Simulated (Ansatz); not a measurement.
## Energy over volume and axial ratio for Zn (hcp, Mg type)

Zn (hcp, Mg type)

```cif
data_Zn2
_chemical_formula_sum 'Zn2'
_space_group_name_H-M_alt 'P63/mmc'
_space_group_IT_number 194
_space_group_name_Hall '-P 6c 2c'
_cell_length_a 2.64671
_cell_length_b 2.64671
_cell_length_c 4.67807
_cell_angle_alpha 90.000
_cell_angle_beta 90.000
_cell_angle_gamma 120.000
loop_
_atom_site_label
_atom_site_type_symbol
_atom_site_symmetry_multiplicity
_atom_site_Wyckoff_symbol
_atom_site_fract_x
_atom_site_fract_y
_atom_site_fract_z
_atom_site_occupancy
Zn1 Zn 2 d 0.66667 0.33333 0.25000 1
```

Grid over V/V₀ and (c/a)/(c/a)₀, subscript 0 meaning the relaxed cell; the conventional c axis lies along z; no internal relaxation.

Method: r2SCAN (plane waves to 500 eV, PAW, scalar-relativistic; Ansatz, an electronic-structure program). k mesh 20×20×10 (Γ-centred), Fermi-Dirac smearing 0.05 eV. E stands for the smeared free energy. Stress and pressure are positive under compression. With partly filled bands, the response to shear is sensitive to the k mesh, so small differences along c/a are uncertain. The PAW data are Ansatz's earlier set. Zn was relaxed with its symmetry unable to fall. The zero of ΔE is the relaxed starting cell.

ΔE (kJ/mol of atoms), with V/V₀ across and (c/a)/(c/a)₀ down:

```csv
(c/a)/(c/a)₀ \ V/V₀,0.960,0.973,0.987,1.000,1.013,1.027,1.040
0.920,1.6,1.3,1.1,1.1,1.2,1.5,1.8
0.947,1.1,0.8,0.6,0.6,0.7,1.0,1.4
0.973,0.7,0.4,0.2,0.2,0.3,0.5,0.9
1.000,0.7,0.3,0.1,0.0,0.1,0.3,0.6
1.027,1.1,0.6,0.3,0.1,0.1,0.2,0.5
1.053,1.5,0.9,0.5,0.2,0.1,0.2,0.4
1.080,1.8,1.1,0.6,0.3,0.1,0.1,0.2
```

σxx (GPa), with V/V₀ across and (c/a)/(c/a)₀ down:

```tsv
(c/a)/(c/a)₀ \ V/V₀	0.960	0.973	0.987	1.000	1.013	1.027	1.040
0.920	2.7	1.2	-0.1	-1.4	-2.5	-3.6	-4.5
0.947	2.4	1.0	-0.4	-1.6	-2.8	-3.8	-4.8
0.973	3.3	1.7	0.3	-1.1	-2.3	-3.4	-4.4
1.000	4.7	3.0	1.4	0.0	-1.3	-2.6	-3.7
1.027	6.1	4.3	2.6	1.0	-0.4	-1.7	-2.9
1.053	6.8	5.0	3.2	1.6	0.2	-1.2	-2.4
1.080	7.8	5.9	4.1	2.5	0.9	-0.5	-1.8
```

Key numbers:

| Property | Result |
|---|---|
| Lowest place on the grid | V/V₀ = 1.000, (c/a)/(c/a)₀ = 1.000 (0 meV/atom) |
| Highest place on the grid | V/V₀ = 1.040, (c/a)/(c/a)₀ = 0.920 (19 meV/atom) |

(A scan under strain: stresses follow from slopes of the energy per volume, elastic moduli from its curvatures.)
